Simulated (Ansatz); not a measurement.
Relaxed-ion elastic tensor of TiC (rock salt, Fm-3m) in GPa (Voigt order), the program Ansatz at the r²SCAN level (PAW); density 4.91 g/cm³, 10.13 Å³ per atom.

```
529  129  129  0.0  0.0  0.0
129  529  129  0.0  0.0  0.0
129  129  529  0.0  0.0  0.0
0.0  0.0  0.0  189  0.0  0.0
0.0  0.0  0.0  0.0  189  0.0
0.0  0.0  0.0  0.0  0.0  189
```

Question: Is the crystal mechanically stable?

Answer: Yes: the smallest eigenvalue of C is 189 GPa.

Question: Work out the Voigt, Reuss and Hill averages.

Answer: K_V = 262, K_R = 262, K_H = 262; G_V = 193, G_R = 193, G_H = 193 GPa.

Question: Give Young's modulus, Poisson's ratio, Pugh's ratio and the universal anisotropy index.

Answer: E = 9KG/(3K + G) = 465 GPa; ν = 0.20; K/G = 1.36 (brittle by the Pugh limit of 1.75); A_U = 5G_V/G_R + K_V/K_R − 6 = 0.00.

Question: Estimate the sound speeds and the Debye temperature.

Answer: v_l = √((K + 4G/3)/ρ) = 10300 m/s, v_t = √(G/ρ) = 6270 m/s, mean 6930 m/s; Θ = (h/k)(3n/4πV)^(1/3) v_m = 953 K.

Question: Give the Zener ratio and Young's modulus along [100], [110] and [111].

Answer: A = 2C44/(C11 − C12) = 0.94; 1/E = S11 − 2(S11 − S12 − S44/2)Γ with Γ = 0, 1/4, 1/3 gives 478, 462, 456 GPa.

Question: Solve the Christoffel equation for the three sound speeds along [100], [110], [111].

Answer: Eigenvalues of C_ijkl n_j n_l equal ρv². In km/s, slowest first: [100] 6.20, 6.20, 10.38; [110] 6.20, 6.38, 10.27; [111] 6.32, 6.32, 10.23.

The cell was relaxed with r²SCAN under the symmetry of its start. The run is not spin-polarised. As this level gives no gap, shear constants depend on the k-mesh and smearing (Fermi–Dirac, 0.1 eV here).

Potentials: the later of the program's two PAW sets.
